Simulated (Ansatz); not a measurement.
## Computed energy over volume and axial ratio: MoTe2 (2H-MoS2 type, space group P6_3/mmc)

MoTe2 (2H-MoS2 type, space group P6_3/mmc)

Space group P6₃/mmc (No. 194); a = b = 3.5419 Å, c = 14.1820 Å, α = β = 90.00°, γ = 120.00°

```csv
atom,site,symmetry,x,y,z
Mo,2d,-6m2,0.6667,0.3333,0.2500
Te,4f,3m.,0.3333,0.6667,0.1235
```

Grid over V/V₀ and (c/a)/(c/a)₀, subscript 0 meaning the relaxed cell; the conventional c axis lies along z; no internal relaxation.

Method: r2SCAN+rVV10 (plane waves to 500 eV, PAW, scalar-relativistic; Ansatz, a program for electronic structure). k mesh 11×11×3 (Γ-centred), Fermi-Dirac smearing 0.05 eV. E stands for the smeared free energy. Stress and pressure are positive under compression. As the atoms are clamped, bonds stretch with the cell, which overstates energies and stresses. As the smearing reaches across the gap at some points, the response to shear is sensitive to the k mesh, so small differences along c/a are uncertain. MoTe2 is run without spin polarisation. MoTe2 was relaxed with its symmetry unable to fall. Spin-orbit coupling is left out, though Te is heavy. The PAW data are Ansatz's earlier set. ΔE is measured from the relaxed starting cell.

ΔE (eV/atom), with V/V₀ across and (c/a)/(c/a)₀ down:

```csv
(c/a)/(c/a)₀ \ V/V₀,0.920,0.960,1.000,1.040,1.080
0.880,0.178,0.117,0.090,0.089,0.111
0.940,0.098,0.043,0.022,0.028,0.055
1.000,0.060,0.014,0.000,0.012,0.045
1.060,0.068,0.028,0.020,0.037,0.074
1.120,0.115,0.080,0.076,0.097,0.137
```

σxx (GPa), with V/V₀ across and (c/a)/(c/a)₀ down:

```
(c/a)/(c/a)₀ \ V/V₀  0.920  0.960  1.000  1.040  1.080
-------------------  -----  -----  -----  -----  -----
0.880                  7.6    2.4   -1.9   -5.3   -8.0
0.940                  8.1    2.9   -1.2   -4.5   -7.2
1.000                  9.3    4.1    0.0   -3.3   -6.0
1.060                 10.7    5.5    1.3   -2.0   -4.7
1.120                 12.4    7.1    2.8   -0.6   -3.4
```

Derived quantities:

| Item | Value |
|---|---|
| Lowest place on the grid | V/V₀ = 1.000, (c/a)/(c/a)₀ = 1.000 (0 meV/atom) |
| Highest place on the grid | V/V₀ = 0.920, (c/a)/(c/a)₀ = 0.880 (178 meV/atom) |

The 25 points together took very roughly 14 core-minutes.

(A scan under strain: stresses follow from slopes of the energy per volume, elastic moduli from its curvatures.)
